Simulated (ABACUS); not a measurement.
ABACUS run on Pt (Fm-3m, 1 atom in the cell; from Materials Project mp-126): self-consistent single point.

Level of theory: revPBE, numerical atomic orbitals TZP (confined pseudo-atomic orbitals with Gaussian additions; energy shift 0.01 Ry), PseudoDojo 0.5 standard norm-conserving PBE (tails mended) pseudopotentials (ABACUS).

```yaml
crystal:
  lattice:
    - [0.00000, 1.97158, 1.97158]
    - [1.97158, 0.00000, 1.97158]
    - [1.97158, 1.97158, 0.00000]
  atoms:
    - { symbol: Pt, position: [0.00000, 0.00000, 0.00000] }
```

Reference input (self-consistent single point, DFT, LDA (PW92), numerical atomic orbitals TZP (confined pseudo-atomic orbitals with Gaussian additions; energy shift 0.01 Ry), PseudoDojo 0.4 standard norm-conserving LDA (tails mended) pseudopotentials): basis = TZP numerical atomic orbitals, energy shift 0.01 Ry; KPT = Gamma 14 14 14 0 0 0; basis_type = lcao; dft_functional = PWLDA; ecutwfc = 100 Ry; smearing_method = mp; smearing_sigma = 0.00734986 Ry; potentials = PseudoDojo 0.4 standard norm-conserving LDA (tails mended); symmetry = 1; symmetry_prec = 1e-05; ks_solver = genelpa; scf_nmax = 100. This run's input differs from it in these lines:

```diff
@@ -6,3 +6,3 @@
 orbital_dir          ./
-dft_functional       PWLDA
+dft_functional       GGA_X_PBE_R+GGA_C_PBE
 ecutwfc              100.0
@@ -26,3 +26,3 @@
 NUMERICAL_ORBITAL
-Pt_lda_6.9au_5s3p3d1f.orb
+Pt_pbe_7.0au_5s3p3d1f.orb
```

Output (repeated stretches shortened):

```
 SELF-CONSISTENT
 -------------------------------------------

                  longest orb rcut (Bohr) = 7
   longest nonlocal projector rcut (Bohr) = 1.94
                     search radius (Bohr) = 17.9

                          real space grid = [ 36, 36, 36 ]
                                 init_chg = atomic

 LCAO ALGORITHM --------------- ION=   1  ELEC=   1--------------------------------

 Density error is 0.0528311120103
 E_KohnSham     -261.2080721690      -3553.9181450935
 E_Fermi        1.7719220685         24.1082365435

 LCAO ALGORITHM --------------- ION=   1  ELEC=   2--------------------------------

   [... lines left out ...]

   [... 3 blocks of this kind left out ...]

 LCAO ALGORITHM --------------- ION=   1  ELEC=   6--------------------------------

 Density error is 1.61918946714e-05
 E_KohnSham     -261.2127178471      -3553.9813527865
 E_Fermi        1.6961169943         23.0768555972

 LCAO ALGORITHM --------------- ION=   1  ELEC=   7--------------------------------

 Density error is 3.42157611577e-07
 E_KohnSham     -261.2127178474      -3553.9813527913
 E_KS(sigma->0) -261.2127266016      -3553.9814718974
 E_entropy(-TS) 0.0000262624         0.0003573184
 E_Fermi        1.6961061011         23.0767073870
 charge density convergence is achieved
 final etot is -3553.9813528 eV
 EFERMI = 23.076707387 eV

 STATE ENERGY(eV) AND OCCUPATIONS    NSPIN == 1
   [... 16 lines left out ...]

 TOTAL-FORCE (eV/Angstrom)
                       Pt1         0.0000000000         0.0000000000         0.0000000000

 TOTAL-STRESS (KBAR)
        69.9990776380        -0.0000000000         0.0000000000
         0.0000000000        69.9990776380        -0.0000000000
         0.0000000000         0.0000000000        69.9990776380
 TOTAL-PRESSURE: 69.999078 KBAR

 --------------------------------------------
 !FINAL_ETOT_IS -3553.9813527912651807 eV
 --------------------------------------------
```

The run converged in 7 iterations. Against the reference run the pressure goes from -11.52 to 7.00 GPa.

The atom-centred basis is finite, which shifts total energies and pressures against plane waves. The potentials were made for another functional than the one used. The structure comes from a collection of computed structures, made at another level of theory; the collection holds predicted forms beside known ones.

The atomic orbitals were generated for these runs; they are not ABACUS's published sets and were checked against plane waves on a few crystals only.

“Tails mended”: in these copies of the files the far tail of each local potential was reset to the Coulomb form.
